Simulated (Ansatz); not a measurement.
**Two inputs for PbSe with iodine replacing Se**

This input was run with Ansatz:

```yaml
crystal:
  lattice:
    - [0.0, 9.18195, 9.18195]
    - [9.18195, 0.0, 9.18195]
    - [9.18195, 9.18195, 0.0]
  atoms:
    - { symbol: Pb, position: [0.0, 0.0, 0.0] }
    - { symbol: Pb, position: [0.0, 0.0, 0.3333333333] }
    - { symbol: Pb, position: [0.0, 0.0, 0.6666666667] }
    - { symbol: Pb, position: [0.0, 0.3333333333, 0.0] }
    - { symbol: Pb, position: [0.0, 0.3333333333, 0.3333333333] }
    - { symbol: Pb, position: [0.0, 0.3333333333, 0.6666666667] }
    - { symbol: Pb, position: [0.0, 0.6666666667, 0.0] }
    - { symbol: Pb, position: [0.0, 0.6666666667, 0.3333333333] }
    - { symbol: Pb, position: [0.0, 0.6666666667, 0.6666666667] }
    - { symbol: Pb, position: [0.3333333333, 0.0, 0.0] }
    - { symbol: Pb, position: [0.3333333333, 0.0, 0.3333333333] }
    - { symbol: Pb, position: [0.3333333333, 0.0, 0.6666666667] }
    - { symbol: Pb, position: [0.3333333333, 0.3333333333, 0.0] }
    - { symbol: Pb, position: [0.3333333333, 0.3333333333, 0.3333333333] }
    - { symbol: Pb, position: [0.3333333333, 0.3333333333, 0.6666666667] }
    - { symbol: Pb, position: [0.3333333333, 0.6666666667, 0.0] }
    - { symbol: Pb, position: [0.3333333333, 0.6666666667, 0.3333333333] }
    - { symbol: Pb, position: [0.3333333333, 0.6666666667, 0.6666666667] }
    - { symbol: Pb, position: [0.6666666667, 0.0, 0.0] }
    - { symbol: Pb, position: [0.6666666667, 0.0, 0.3333333333] }
    - { symbol: Pb, position: [0.6666666667, 0.0, 0.6666666667] }
    - { symbol: Pb, position: [0.6666666667, 0.3333333333, 0.0] }
    - { symbol: Pb, position: [0.6666666667, 0.3333333333, 0.3333333333] }
    - { symbol: Pb, position: [0.6666666667, 0.3333333333, 0.6666666667] }
    - { symbol: Pb, position: [0.6666666667, 0.6666666667, 0.0] }
    - { symbol: Pb, position: [0.6666666667, 0.6666666667, 0.3333333333] }
    - { symbol: Pb, position: [0.6666666667, 0.6666666667, 0.6666666667] }
    - { symbol: I, position: [0.1666666667, 0.1666666667, 0.1666666667] }
    - { symbol: Se, position: [0.1666666667, 0.1666666667, 0.5] }
    - { symbol: Se, position: [0.1666666667, 0.1666666667, 0.8333333333] }
    - { symbol: Se, position: [0.1666666667, 0.5, 0.1666666667] }
    - { symbol: Se, position: [0.1666666667, 0.5, 0.5] }
    - { symbol: Se, position: [0.1666666667, 0.5, 0.8333333333] }
    - { symbol: Se, position: [0.1666666667, 0.8333333333, 0.1666666667] }
    - { symbol: Se, position: [0.1666666667, 0.8333333333, 0.5] }
    - { symbol: Se, position: [0.1666666667, 0.8333333333, 0.8333333333] }
    - { symbol: Se, position: [0.5, 0.1666666667, 0.1666666667] }
    - { symbol: Se, position: [0.5, 0.1666666667, 0.5] }
    - { symbol: Se, position: [0.5, 0.1666666667, 0.8333333333] }
    - { symbol: Se, position: [0.5, 0.5, 0.1666666667] }
    - { symbol: Se, position: [0.5, 0.5, 0.5] }
    - { symbol: Se, position: [0.5, 0.5, 0.8333333333] }
    - { symbol: Se, position: [0.5, 0.8333333333, 0.1666666667] }
    - { symbol: Se, position: [0.5, 0.8333333333, 0.5] }
    - { symbol: Se, position: [0.5, 0.8333333333, 0.8333333333] }
    - { symbol: Se, position: [0.8333333333, 0.1666666667, 0.1666666667] }
    - { symbol: Se, position: [0.8333333333, 0.1666666667, 0.5] }
    - { symbol: Se, position: [0.8333333333, 0.1666666667, 0.8333333333] }
    - { symbol: Se, position: [0.8333333333, 0.5, 0.1666666667] }
    - { symbol: Se, position: [0.8333333333, 0.5, 0.5] }
    - { symbol: Se, position: [0.8333333333, 0.5, 0.8333333333] }
    - { symbol: Se, position: [0.8333333333, 0.8333333333, 0.1666666667] }
    - { symbol: Se, position: [0.8333333333, 0.8333333333, 0.5] }
    - { symbol: Se, position: [0.8333333333, 0.8333333333, 0.8333333333] }
  symmetry: { detect: false }
total_charge: 1
kpoints:
  mp_grid: { grid: [2, 2, 2] }
scf:
  occupations: { method: fermi_dirac, width: 0.01 }
hamiltonian:
  xc: pbe
  pseudopotentials: { kind: paw }
output:
  forces: true
  stress: true
  populations: true
  efg: { quadrupole_moments_barn: { I: -0.68822 }, contact_densities: true }
  write_density: true
  write_potential: true
  elf: true
  volumetric_format: npy
```

```sh
ansatz run input.yaml --threads 4 --pin off --max-ram 10240MiB --backend cpu --events-out ev --progress --plain --runs-dir out
```

It converged. Of its output the block on the nuclei alone is shown, without the SCF iterations, energies, forces and stress (one atom of each set):

```
--- PAW observables at the nuclei: V_zz in 10²¹ V/m², potentials from the cell's mean, atoms counted from 1 ---
  atom   1  Pb V_zz =    -0.019524   η = 0.0008   by run symmetry: not_imposed
            electrostatic potential = -17478.592919 V   contact ρ = 16532697.947949 e/Å³
  atom   2  Pb V_zz =    +8.064851   η = 0.0000   by run symmetry: not_imposed
            electrostatic potential = -17478.370581 V   contact ρ = 16532695.822577 e/Å³
  atom   6  Pb V_zz =    -1.635917   η = 0.0450   by run symmetry: not_imposed
            electrostatic potential = -17478.557544 V   contact ρ = 16532696.654266 e/Å³
  atom  27  Pb V_zz =    +0.000013   η = 0.2539   by run symmetry: not_imposed
            electrostatic potential = -17478.442406 V   contact ρ = 16532692.107966 e/Å³
  atom  28  I  V_zz =    -0.000002   η = 0.3849   by run symmetry: not_imposed   C_q = +0.0000 MHz
            electrostatic potential = -8889.712186 V   contact ρ = 1603943.588501 e/Å³
  atom  29  Se V_zz =    +1.318988   η = 0.9261   by run symmetry: not_imposed
            electrostatic potential = -4713.010920 V   contact ρ = 262885.586997 e/Å³
  atom  32  Se V_zz =    -0.000013   η = 0.1049   by run symmetry: not_imposed
            electrostatic potential = -4713.081882 V   contact ρ = 262885.378846 e/Å³
  atom  42  Se V_zz =    +1.685032   η = 0.0000   by run symmetry: not_imposed
            electrostatic potential = -4712.988233 V   contact ρ = 262885.108655 e/Å³
```

Question: Can these gradients be trusted, and how do they compare with a run on standard settings?

Answer: They agree with the standard run. Against the standard input the change is `crystal.symmetry`: not typed → {detect: false}. A site carries the number of its first atom; V_zz in 10²¹ V/m².

```tsv
site	atom	V_zz standard	η standard	V_zz here	η here
Pb2	2	8.06	0.00	8.06	0.00
Pb6	6	-1.64	0.04	-1.64	0.04
I	28	0.00	–	<0.005	–
Se29	29	1.32	0.93	1.32	0.93
Se42	42	1.69	0.00	1.69	0.00
```

All printed values agree. Other sites with |V_zz| of 0.02 or less aren't listed. Without symmetry the run does more work for the same result. SCF iterations: 9 and 9.

On the reference run: The defect repeats with the cell of 54 atoms, so it feels its images: sites between two images don't show the values beside a lone defect, and zeros or small values of η there can come from the images' arrangement. A uniform background compensates the cell's charge. Spin–orbit coupling is left out, which shifts gradients on Pb by a few per cent in wide-gap crystals, and can shift them far more where the calculated gap is small or absent, as here. With a gap of 0.3 eV on this mesh, small gradients can still move by 0.1 × 10²¹ V/m² or more as the k-mesh gets denser. The neighbours have not yet relaxed around the defect (largest force 1.3 eV/Å), so a real crystal will differ.
